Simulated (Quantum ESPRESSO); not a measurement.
# Band energies of TiTl$_{2}$F$_{6}$

```
CELL_PARAMETERS angstrom
      5.91908     0.00000     0.00000
     -2.95954     5.12607     0.00000
      0.00000     0.00000     4.76419
ATOMIC_POSITIONS crystal
  F  0.84779 0.15221 0.77892
  F  0.15221 0.84779 0.22108
  F  0.84779 0.69558 0.77892
  F  0.15221 0.30442 0.22108
  F  0.30442 0.15221 0.77892
  F  0.69558 0.84779 0.22108
  Ti 0.00000 0.00000 0.00000
  Tl 0.66667 0.33333 0.31259
  Tl 0.33333 0.66667 0.68741
```

norm-conserving LDA (Quantum ESPRESSO, 84 Ry, no spin-orbit coupling); path ΓMKΓALHA,LM,KH; energies in eV from the valence-band maximum.

```
k (1/Å)  point  band 36  band 37  band 38  band 39  band 40  band 41  band 42  band 43
-------  -----  -------  -------  -------  -------  -------  -------  -------  -------
0.00         Γ    -1.45    -1.21    -1.21    -1.17    -0.61     3.81     3.86     3.86
0.41              -1.32    -1.30    -1.16    -0.60    -0.23     3.88     3.92     3.97
0.61         M    -1.35    -1.31    -1.15    -0.50     0.00     3.90     3.94     4.02
0.61         K    -1.30    -1.28    -1.28    -0.09    -0.09     3.89     4.00     4.00
1.14              -1.24    -1.21    -1.18    -1.14    -0.54     3.83     3.87     3.88
1.32         Γ    -1.45    -1.21    -1.21    -1.17    -0.61     3.81     3.86     3.86
1.54              -1.20    -1.17    -1.17    -0.98    -0.67     3.84     3.86     3.86
1.98         A    -1.31    -1.15    -1.15    -0.85    -0.38     3.86     3.86     3.93
2.59         L    -1.42    -1.31    -1.16    -0.60    -0.02     3.93     3.94     4.00
2.95         H    -1.46    -1.24    -1.24    -0.27    -0.27     3.97     3.97     4.01
3.37              -1.35    -1.21    -1.16    -0.45    -0.42     3.89     3.90     3.95
3.65         A    -1.31    -1.15    -1.15    -0.85    -0.38     3.86     3.86     3.93
3.65         L    -1.42    -1.31    -1.16    -0.60    -0.02     3.93     3.94     4.00
3.82              -1.46    -1.28    -1.14    -0.49    -0.07     3.93     3.95     3.99
4.31         M    -1.35    -1.31    -1.15    -0.50     0.00     3.90     3.94     4.02
4.31         K    -1.30    -1.28    -1.28    -0.09    -0.09     3.89     4.00     4.00
4.48              -1.33    -1.26    -1.26    -0.11    -0.11     3.92     4.00     4.00
4.97         H    -1.46    -1.24    -1.24    -0.27    -0.27     3.97     3.97     4.01
```

The LDA gap is indirect, 3.81 eV, from M to Γ; the smallest direct gap is 3.90 eV. Another valence extremum on the path lies within 0.02 eV, too close to call.

Spin-orbit coupling is left out; with 6p states at a band edge it can lower the gap by many tenths of an eV, most of a small gap.

Geometry of the Materials Project entry, not relaxed at this level.

The structure is a Materials Project entry; no match was found in the copy of COD used, and its stability was not checked.
